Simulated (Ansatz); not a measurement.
PbF₂:
```cif
data_F8Pb4
_chemical_formula_sum 'Pb4 F8'
_space_group_name_H-M_alt 'Fm-3m'
_space_group_IT_number 225
_space_group_name_Hall '-F 4 2 3'
_cell_length_a 5.81138
_cell_length_b 5.81138
_cell_length_c 5.81138
_cell_angle_alpha 90.000
_cell_angle_beta 90.000
_cell_angle_gamma 90.000
loop_
_atom_site_label
_atom_site_type_symbol
_atom_site_symmetry_multiplicity
_atom_site_Wyckoff_symbol
_atom_site_fract_x
_atom_site_fract_y
_atom_site_fract_z
_atom_site_occupancy
Pb1 Pb 4 a 0.00000 0.00000 0.00000 1
F1 F 8 c 0.25000 0.25000 0.25000 1
```
(The calculation used a cell of 3 atoms; values per cell refer to that cell.)

Relaxed with LDA.

Task: Give the optical modes at the zone centre with their infrared and Raman activity from DFPT, DFT-LDA in the program Ansatz with PAW potentials.

Result: Transverse frequencies, without the LO–TO term; a row sums one degenerate level.

```tsv
ω (cm⁻¹)	degeneracy	IR ((D/Å)²/amu)	Raman (Å⁴/amu)	activity	symmetry
126	3	22.73	0	IR	T1u
260	3	0.00	13	Raman	T2g
```

Task: How high does the top mode go among those that the LO–TO term moves?

Result: 333 cm⁻¹ for q along x.

The cell was relaxed with LDA under the symmetry of its start; phonons on a q-mesh show no instability. Spin–orbit coupling is left out wherever it is not named.

Potentials: the later of the program's two PAW sets.
